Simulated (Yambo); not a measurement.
YOF (space group P4/nmm, No. 129), G0W0@PBEsol in Yambo with this input:

```
rim_cut
gw0
dyson
el_el_corr
HF_and_locXC
ppa
em1d
RandQpts= 1000000
RandGvec= 1 Ry
EXXRLvcs= 84 Ry
VXCRLvcs= 336 Ry
Chimod= "HARTREE"
% BndsRnXp
 1 | 192 |
%
NGsBlkXp= 6 Ry
% LongDrXp
 1.0 | 1.0 | 1.0 |
%
PPAPntXp= 27.2114 eV
% GbndRnge
 1 | 192 |
%
GTermKind= "BG"
DysSolver= "n"
ExtendOut
```

On a 4×4×2 mesh, with wavefunctions cut at 84 Ry, the gap ((0.25, 0.25, -0.5) → Γ) is 6.550 eV and the valence edge shifts by -0.772 eV.

### Question
What happens with this change: 3 Ry block?

### Answer
The gap falls by 0.063 eV, to 6.487 eV; the shift of the valence edge becomes -0.822 eV. Neither run is shown to be the converged limit.

Geometry of the Materials Project entry, not relaxed at this level; primitive cell a = 3.8323 Å, b = 3.8323 Å, c = 5.4467 Å, α = 90.00°, β = 90.00°, γ = 90.00°.

The structure is a Materials Project entry; no match was found in the copy of COD used, and its stability was not checked.

A shift is the quasiparticle energy of the state minus its PBEsol energy.
